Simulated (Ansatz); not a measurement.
## YSb in Ansatz, relaxation

Run with:

```bash
ansatz run input.yaml --threads 2 --pin off --max-ram 2560MiB --backend cpu --events-out ev --progress --plain --runs-dir out
```

input.yaml:

```yaml
crystal:
  lattice:
    - [0.0, 3.115806, 3.115806]
    - [3.115806, 0.0, 3.115806]
    - [3.115806, 3.115806, 0.0]
  atoms:
    - { symbol: Sb, position: [0.0, 0.0, 0.0] }
    - { symbol: "Y", position: [0.5, 0.5, 0.5] }
  symmetry: { tolerance: 0.0003 }
kpoints:
  mp_grid: { grid: [9, 9, 9], shift: [0, 0, 0] }
magnetization:
  noncollinear: true
  spin_orbit: true
scf:
  occupations: { method: fermi_dirac }
  lower_state_search: "off"
hamiltonian:
  pseudopotentials: { kind: paw_fr }
  xc: r2scan
basis:
  ecutwfc: 500
  fft_grid_basis: typed
relax:
  max_steps: 40
  cell: { p_target: 0.0 }
output:
  forces: true
  stress: true
  eigenvalues: true
  bader: true
  populations: true
  elf: true
  write_potential: true
  volumetric_format: npy
  dos:
    e_range: [-12, 8]
    de: 0.05
    projected: { site_lists: { Sb: [Sb], "Y": ["Y"] } }
    method: { smearing: { sigma: 0.1, scheme: gaussian } }
  write_density: true
checkpoint:
  read: saved_state
```

Origin of the cell: a database entry, scaled a little.

The smearing width isn't typed, so it takes its default of 0.1 eV.

The saved state is a converged single point of the same cell.

Steps («new basis» is an SCF on plane waves selected anew at the same cell):

| step | ΔF (meV/atom) | max force component (eV/Å) | P (GPa) | volume (Å³) | SCF iterations | step was |
| --- | --- | --- | --- | --- | --- | --- |
| 1 | 0.0 | 0.000 | -0.73 | 60.50 | 6 | accepted |
| 2 | -0.4 | 0.000 | 0.61 | 59.23 | 6 | accepted |
| 3 | -0.9 | 0.000 | -0.01 | 59.80 | 5 | accepted |
| 4 | -0.8 | 0.000 | -0.01 | 59.80 | 6 | new basis |

Step 1, with forces in eV/Å:

```xyz
2
Lattice="0.000 3.116 3.116 3.116 0.000 3.116 3.116 3.116 0.000" Properties=species:S:1:pos:R:3:forces:R:3 pbc="T T T" step=1
Sb    0.000    0.000    0.000    0.000    0.000    0.000
Y     3.116    3.116    3.116    0.000    0.000    0.000
```

Step 2, with forces in eV/Å:

```xyz
2
Lattice="0.000 3.094 3.094 3.094 0.000 3.094 3.094 3.094 0.000" Properties=species:S:1:pos:R:3:forces:R:3 pbc="T T T" step=2
Sb    0.000    0.000    0.000    0.000    0.000    0.000
Y     3.094    3.094    3.094    0.000    0.000    0.000
```

Step 4, with forces in eV/Å:

```xyz
2
Lattice="0.000 3.104 3.104 3.104 0.000 3.104 3.104 3.104 0.000" Properties=species:S:1:pos:R:3:forces:R:3 pbc="T T T" step=4
Sb    0.000    0.000    0.000    0.000    0.000    0.000
Y     3.104    3.104    3.104    0.000    0.000    0.000
```

```
Free energy lowered by  : 0.8 meV/atom
Volume change           : -1.15 %
Final pressure          : -0.01 GPa
Relaxation steps listed : 4
```

Caveats: the relaxation held the start's symmetry, so the end may be a saddle point.

It ran for 83 s on 2 threads of Arm Neoverse V1 (shared host), peak memory 0.82 GiB, from a saved density.
